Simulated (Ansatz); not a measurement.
Starting cell, CaO (rock salt):

```yaml
crystal:
  lattice:
    - [0.00000, 2.41535, 2.41535]
    - [2.41535, 0.00000, 2.41535]
    - [2.41535, 2.41535, 0.00000]
  atoms:
    - { symbol: O, position: [0.00000, 0.00000, 0.00000] }
    - { symbol: Ca, position: [0.50000, 0.50000, 0.50000] }
```

Scan: atom 2 (Ca, nearest neighbour O at 2.415 Å; its periodic images, 3.4 Å or more away, move with it) is displaced towards the nearest neighbour, direction (-1.000, 0.000, 0.000) in Cartesian axes, by s. The other atoms stay.

Computed with PBE (plane waves to 420 eV, PAW, scalar-relativistic; Ansatz, a first-principles code). k mesh 10×10×10 (Γ-centred), Fermi-Dirac smearing 0.05 eV. Energies are smeared free energies. CaO was relaxed with its symmetry unable to fall. The zero of ΔE is the undisplaced structure.

Successive frames, forces in eV/Å:

| frame | ΔE (meV/cell) | F on O1 | F on Ca2 |
|---|---|---|---|
| s = -0.192 Å | 57.3 | (0.667, 0.000, 0.000) | (-0.667, 0.000, 0.000) |
| s = -0.144 Å | 30.6 | (0.454, 0.000, 0.000) | (-0.454, 0.000, 0.000) |
| s = -0.096 Å | 13.1 | (0.281, 0.000, 0.000) | (-0.281, 0.000, 0.000) |

### Question
What are the energy and the forces in the next frame, s = -0.048 Å?

### Answer
ΔE (meV/cell) = 3.2.

| atom | Fx | Fy | Fz |
|---|---|---|---|
| O1 | 0.134 | 0.000 | 0.000 |
| Ca2 | -0.134 | 0.000 | 0.000 |

(For displaced atoms, the force is minus the slope of the energy, and its curvature is a force constant, which sets phonon frequencies.)
